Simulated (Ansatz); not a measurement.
Data:

Ta2GeB2:
```xyz
5
Lattice="3.1566 0.0000 0.0000 -1.5783 2.7337 0.0000 0.0000 0.0000 6.9901" Properties=species:S:1:pos:R:3 pbc="T T T"
Ta     0.0000     1.8225     5.0407
Ta     0.0000     1.8225     1.9494
Ge     0.0000     0.0000     0.0000
B      0.0000     0.0000     3.4951
B      1.5783     0.9112     3.4951
```

This is the PBEsol-relaxed structure.

All from PBEsol (plane waves, PAW; program Ansatz), unless another level is named. Estimate the electronic character.

metallic (no gap).

Next, the formation energy from the elements (no fitted shifts)?

-0.62 eV/atom.

Give the density of states at the Fermi level.

0.35 states/eV per atom (mean over ±0.08 eV).

Space group P-6m2. The start of the workflow was typed in or built on a structure type; neither database checked (COD, Materials Project) lists it. Its standing as an ambient phase is unchecked. The cell was relaxed with PBEsol under the symmetry of its start; its stability against distortions is not shown here. No spin polarisation was allowed. The references are the lowest solids computed at this level, not always the standard phases. Scalar-relativistic: spin–orbit coupling is off unless named, which matters more the heavier the elements.

Potentials: the earlier of the program's two PAW sets. The files were generated under PBE; for other functionals the program regenerates the frozen cores, and for LDA and PBEsol the local potential too.
